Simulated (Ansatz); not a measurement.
Data:

Sb$_{2}$S$_{3}$:
```xyz
20
Lattice="11.1614 0.0000 0.0000 0.0000 3.8451 0.0000 0.0000 0.0000 10.9425" Properties=species:S:1:pos:R:3 pbc="T T T"
Sb     5.3457     0.9613     3.5701
Sb     0.2351     2.8838     9.0413
Sb    10.9264     0.9613     1.9011
Sb     5.8158     2.8838     7.3724
Sb     3.8569     2.8838     0.3759
Sb     1.7238     0.9613     5.8471
Sb     9.4376     2.8838     5.0953
Sb     7.3046     0.9613    10.5665
S      3.2235     0.9613     2.1193
S      2.3572     2.8838     7.5905
S      8.8042     0.9613     3.3520
S      7.9379     2.8838     8.8232
S      6.1462     2.8838     1.3857
S     10.5960     0.9613     6.8569
S      0.5654     2.8838     4.0855
S      5.0153     0.9613     9.5568
S      4.1908     2.8838     4.8299
S      1.3899     0.9613    10.3011
S      9.7716     2.8838     0.6413
S      6.9706     0.9613     6.1126
```

This is the PBE+D3(BJ)-relaxed structure. Tensor components refer to the Cartesian frame of this cell.

**Question.** All from PBE+D3(BJ) in the plane-wave PAW code Ansatz, unless another level is named. Give the Young's modulus.

**Answer.** 49.4 GPa.

**Question.** Predict the elastic constants (relaxed ions, GPa).

**Answer.** C11 = 41.7, C22 = 96.5, C33 = 61.6, C12 = 18.6, C13 = 15.2, C23 = 28.8, C44 = 34.7, C55 = 18.3, C66 = 9.8.

Space group Pnma. Symmetry was held in the PBE+D3(BJ) relaxation. Spin–orbit coupling is left out wherever it is not named.

Potentials: the later of the program's two PAW sets.
